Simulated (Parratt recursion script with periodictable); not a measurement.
How thick is the Ti film? Neutron reflectivity on Al2O3

| layer, from the top | thickness (Å) | density (g/cm³) | rms roughness of its top face (Å) | ρ (10⁻⁶ Å⁻²) | ρ″ (10⁻⁶ Å⁻²) |
|---|---|---|---|---|---|
| Ti | ? | 4.13 | 4.3 | −1.751 | 8.800 × 10⁻⁴ |
| Al2O3 (substrate) | – | 3.873 | 3.3 | 5.562 | 2.943 × 10⁻⁵ |

ρ and ρ″ are the real and imaginary parts of the scattering length density. Vacuum lies above.

Densities are inputs, not measurements. They were set from computed cells of the Materials Project: Ti from entry mp-46 (P6₃/mmc, 4.589 g/cm³, taken at 90 %); Al2O3 from entry mp-1143 (R-3c, 3.873 g/cm³). A layer's crystal structure does not enter its constants, only its composition and density.

Simulated, not measured: specular neutron reflectivity, Parratt recursion, Névot-Croce roughness, natural isotopes, no magnetic scattering (Parratt recursion script with periodictable 1.7.1).

Neutron wavelength 4.1 Å. Q is scanned from 0.004 to 0.3 Å⁻¹ in 600 evenly spaced points, and the curve is smoothed with a Gaussian of 0.001 Å⁻¹ full width. A minimum is a scan point below both neighbours, placed by a parabola through ln R at the three points.

All minima between 0.025 and 0.26 Å⁻¹: Q = 0.0428, 0.0632, 0.0840, 0.1049, 0.1259, 0.1468, 0.1677, 0.1887, 0.2097, 0.2306, 0.2516 Å⁻¹.

Task: Find the film thickness d from the minima.

Result: For consecutive orders m, Q² = 16πρ + (2πm/d)², so u = (Q² − 16πρ)^½ rises by 2π/d from one minimum to the next. The film has 16πρ = −88.0 × 10⁻⁶ Å⁻², and u is 0.0438, 0.0639, 0.0845, 0.1053, 0.1262, 0.1471, 0.1680, 0.1889, 0.2099, 0.2308, 0.2518 Å⁻¹. A straight line through u against the count of the minimum has slope 0.02084 Å⁻¹, so d = 2π/slope = 301.5 Å.

The run used d = 300 Å; the estimate misses by 1.5 Å.
